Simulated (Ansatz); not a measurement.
SiC₂ in space group P4_2/mmc (No. 131; Si on 2e, C on 4i) at seven volumes, DFT-r²SCAN in the program Ansatz with PAW potentials, shape and atoms relaxed at each. One row is withheld.

```tsv
V (Å³/atom)	P (GPa)
10.398	19.05
10.740	11.91
11.083	?
11.426	0.00
11.769	-4.62
12.112	-8.65
12.454	-12.18
```

Question: Fit the shown pressures and predict the withheld one.

Answer: Third-order Birch–Murnaghan: P = (3/2)B₀(x^(7/2) − x^(5/2))[1 + (3/4)(B′ − 4)(x − 1)] with x = (V₀/V)^(2/3). Least squares on the six rows gives V₀ = 11.431 Å³/atom, B₀ = 167.8 GPa, B′ = 3.87. At V = 11.083, x = 1.0208 and P = 5.51 GPa. The run itself gave 5.59 GPa.

The start of the workflow was typed in or built on a structure type; neither database checked (COD, Materials Project) lists it. Whether it is the stable phase at ambient conditions was not checked. The cell was relaxed with r²SCAN under the symmetry of its start; its stability against distortions is not shown here. Its formation energy is positive at this level, so the cell may be metastable or incomplete.

Potentials: the later of the program's two PAW sets.
